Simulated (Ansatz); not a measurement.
ZrN (rock salt, Fm-3m), a = b = c = 4.5521 Å, α = β = γ = 90.00°; the cell used has 2 atoms.

Relaxed with DFT-PBEsol in the program Ansatz with PAW potentials. Indices refer to the conventional cell of Fm-3m, a = b = c = 4.5521 Å, α = β = γ = 90.00°.

**Question.** Simulate the powder diffraction pattern (Cu Kα1, λ = 1.54056 Å; lines above 1 %) up to 2θ = 90°.

**Answer.** Simulated powder pattern, Cu Kα1, λ = 1.54056 Å (kinematic, ideal powder, no thermal factors, no anomalous dispersion; the 30 strongest lines at most, above 1 %, up to 2θ = 90°):

```tsv
2θ (°)	d (Å)	I/Imax (%)	hkl
34.09	2.628	100	(111)
39.56	2.276	89	(200)
57.19	1.609	57	(220)
68.28	1.373	42	(311)
71.77	1.314	19	(222)
85.20	1.138	9.0	(400)
```

Symmetry was held in the PBEsol relaxation. No spin polarisation was allowed.

Potentials: the later of the program's two PAW sets.
